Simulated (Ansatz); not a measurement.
RuC (CsCl type, space group No. 221) under volume change, the program Ansatz at the PBE level (PAW), scaled uniformly.

| V (Å³/atom) | E − E(relaxed) (meV/atom) | P (GPa) |
|---|---|---|
| 8.556 | 97.4 | 40.20 |
| 8.838 | 40.9 | 24.52 |
| 9.120 | 9.7 | 11.28 |
| 9.402 | 0.0 | 0.02 |
| 9.684 | 8.5 | -9.42 |
| 9.966 | 32.3 | -17.37 |
| 10.248 | 69.0 | -24.11 |

Problem. What does a third-order Birch–Murnaghan fit give for V₀, B₀ and B′?

Solution. V₀ = 9.40 Å³/atom, B₀ = 342 GPa, B′ = 4.6.

Space group Pm-3m (CsCl type). A made-up cell: these elements were put on the sites of a structure type; neither database checked (COD, Materials Project) lists it. Whether it is the stable phase at ambient conditions was not checked. Symmetry was held in the PBE relaxation; its stability against distortions is not shown here. No spin polarisation was allowed.

Potentials: the later of the program's two PAW sets.
